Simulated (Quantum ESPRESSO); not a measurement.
**Band energies of IrCl3**

```
CELL_PARAMETERS angstrom
      3.03161    -5.25327     0.00090
      3.03161     5.25327     0.00090
     -1.92149     0.00000     5.62982
ATOMIC_POSITIONS crystal
  Cl 0.92235 0.57216 0.22860
  Cl 0.07765 0.42784 0.77140
  Cl 0.42784 0.07765 0.77140
  Cl 0.57216 0.92235 0.22860
  Cl 0.77809 0.77809 0.76990
  Cl 0.22191 0.22191 0.23010
  Ir 0.16660 0.83340 0.00000
  Ir 0.83340 0.16660 0.00000
```

PBEsol (pw.x of Quantum ESPRESSO, ONCV potentials, no spin-orbit coupling); path ΓYFHZIF1,H1Y1XΓN,MΓ; energies in eV from the valence-band maximum.

```
k (1/Å)  point  band 34  band 35  band 36  band 37  band 38  band 39  band 40  band 41
-------  -----  -------  -------  -------  -------  -------  -------  -------  -------
0.00         Γ    -0.89    -0.76    -0.60    -0.26    -0.21     1.85     2.08     2.19
0.20              -0.82    -0.71    -0.50    -0.28    -0.27     1.89     2.08     2.10
0.39              -0.91    -0.67    -0.37    -0.28    -0.24     1.91     1.97     2.10
0.79         Y    -0.76    -0.67    -0.52    -0.25    -0.17     1.84     2.13     2.15
0.79         F    -0.85    -0.69    -0.42    -0.22    -0.11     1.75     1.97     2.00
0.99              -0.87    -0.77    -0.37    -0.15    -0.08     1.72     1.87     2.15
1.39              -0.70    -0.65    -0.43    -0.25    -0.18     2.06     2.07     2.19
1.59         H    -0.81    -0.56    -0.50    -0.25    -0.16     1.87     2.18     2.25
1.78              -0.82    -0.61    -0.39    -0.22    -0.15     1.86     2.10     2.13
2.16         Z    -0.88    -0.75    -0.43    -0.28    -0.23     1.90     2.10     2.26
2.35              -0.77    -0.72    -0.31    -0.30    -0.25     1.90     2.07     2.07
2.55              -0.77    -0.69    -0.33    -0.29    -0.10     1.79     1.94     2.02
2.75         I    -0.87    -0.66    -0.37    -0.27    -0.05     1.70     1.99     1.99
2.75        F1    -0.85    -0.69    -0.42    -0.22    -0.11     1.75     1.97     2.00
3.56        H1    -0.81    -0.56    -0.50    -0.25    -0.16     1.87     2.18     2.25
3.56        Y1    -0.76    -0.67    -0.52    -0.25    -0.17     1.84     2.13     2.15
3.73              -0.76    -0.65    -0.38    -0.26    -0.26     1.97     2.17     2.17
3.90              -0.92    -0.59    -0.35    -0.25    -0.09     1.93     2.13     2.21
4.07         X    -0.99    -0.55    -0.35    -0.25     0.00     1.79     2.18     2.25
4.47              -0.83    -0.65    -0.52    -0.30    -0.18     1.84     2.07     2.21
4.67         Γ    -0.89    -0.76    -0.60    -0.26    -0.21     1.85     2.08     2.19
4.81              -0.83    -0.74    -0.55    -0.28    -0.23     1.87     2.08     2.16
5.10              -0.80    -0.69    -0.40    -0.29    -0.22     1.90     2.04     2.12
5.24              -0.86    -0.70    -0.40    -0.25    -0.12     1.81     2.11     2.15
5.38         N    -0.90    -0.70    -0.39    -0.24    -0.08     1.77     2.12     2.20
5.38         M    -0.87    -0.60    -0.31    -0.23    -0.05     1.84     1.96     2.09
5.54              -0.83    -0.61    -0.31    -0.26    -0.09     1.85     2.00     2.03
5.69              -0.80    -0.67    -0.40    -0.25    -0.18     1.89     1.97     2.08
6.00         Γ    -0.89    -0.76    -0.60    -0.26    -0.21     1.85     2.08     2.19
```

The PBEsol gap is indirect, 1.70 eV, from X to I; the smallest direct gap is 1.74 eV.

Spin-orbit coupling is left out, which matters for elements this heavy: edges can move by tenths of an eV.

Geometry relaxed with PBE+D3(BJ).

The structure is a Materials Project entry; no match was found in the copy of COD used, and its stability was not checked.
